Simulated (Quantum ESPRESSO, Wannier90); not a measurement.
NaI (rock salt), plane waves to Wannier functions

Materials Project entry mp-23268; symmetrised, unrelaxed at this level. COD (Crystallography Open Database) has an entry of this formula and space group (matched by these alone). Level: PBEsol, no spin polarisation, no spin-orbit coupling; pw.x of Quantum ESPRESSO at 71 Ry with PseudoDojo potentials, 8×8×8 k-points, Wannier90. Density: 8×8×8 mesh, cold smearing 0.01 Ry. Spin-orbit coupling is left out although heavy elements are present.

Input w.win:

```
num_bands = 15
num_wann = 8
exclude_bands = 1-4
num_iter = 0
conv_tol = 1.0e-6
conv_window = 4
dis_num_iter = 1000
dis_conv_tol = 1.0e-6
dis_froz_max = 6.89
write_hr = true
write_u_matrices = true
begin projections
Na: s;p
I: s;p
end projections
begin unit_cell_cart
ang
    0.0000000000    3.2186550000    3.2186550000
    3.2186550000    0.0000000000    3.2186550000
    3.2186550000    3.2186550000    0.0000000000
end unit_cell_cart
begin atoms_frac
Na   0.0000000000  0.0000000000  0.0000000000
I    0.5000000000  0.5000000000  0.5000000000
end atoms_frac
mp_grid = 8 8 8
begin kpoints
0.0000000000 0.0000000000 0.0000000000
0.0000000000 0.0000000000 0.1250000000
0.0000000000 0.0000000000 0.2500000000
... (509 more lines: the 8x8x8 mesh through Gamma)
end kpoints
```

On the energy scale of pw.x, whose zero is arbitrary, the valence-band maximum lies at 1.84 eV. Lines of w_hr.dat (R1 R2 R3 m n Re Im, eV) for R = 0 and one of the shortest lattice vectors, rounded to 0.01 eV, lines under 0.02 eV left out; orbitals in order: Na1 s, Na1 pz, Na1 px, Na1 py, I2 s, I2 pz, I2 px, I2 py.

```
    0    0    0    1    1     7.01     0.00
    0    0    0    2    2     9.59     0.00
    0    0    0    5    2     0.02     0.00
    0    0    0    6    2    -0.03     0.00
    0    0    0    3    3     9.59     0.00
    0    0    0    5    3     0.02     0.00
    0    0    0    7    3    -0.03     0.00
    0    0    0    4    4     9.59     0.00
    0    0    0    5    4     0.02     0.00
    0    0    0    8    4    -0.03     0.00
    0    0    0    2    5     0.02     0.00
    0    0    0    3    5     0.02     0.00
    0    0    0    4    5     0.02     0.00
    0    0    0    5    5    -8.51     0.00
    0    0    0    2    6    -0.03     0.00
    0    0    0    6    6     2.13     0.00
    0    0    0    3    7    -0.03     0.00
    0    0    0    7    7     2.13     0.00
    0    0    0    4    8    -0.03     0.00
    0    0    0    8    8     2.13     0.00
   -1    0    0    1    1    -0.08     0.00
   -1    0    0    2    1     0.13     0.00
   -1    0    0    4    1     0.13     0.00
   -1    0    0    1    2    -0.13     0.00
   -1    0    0    2    2     0.23     0.00
   -1    0    0    4    2     0.30     0.00
   -1    0    0    3    3    -0.09     0.00
   -1    0    0    1    4    -0.13     0.00
   -1    0    0    2    4     0.30     0.00
   -1    0    0    4    4     0.23     0.00
   -1    0    0    1    5    -0.54     0.00
   -1    0    0    3    5    -0.92     0.00
   -1    0    0    6    5    -0.03     0.00
   -1    0    0    8    5    -0.03     0.00
   -1    0    0    2    6    -0.44     0.00
   -1    0    0    5    6     0.03     0.00
   -1    0    0    6    6    -0.05     0.00
   -1    0    0    8    6    -0.05     0.00
   -1    0    0    1    7     1.27     0.00
   -1    0    0    3    7     1.85     0.00
   -1    0    0    4    8    -0.44     0.00
   -1    0    0    5    8     0.03     0.00
   -1    0    0    6    8    -0.05     0.00
   -1    0    0    8    8    -0.05     0.00
```
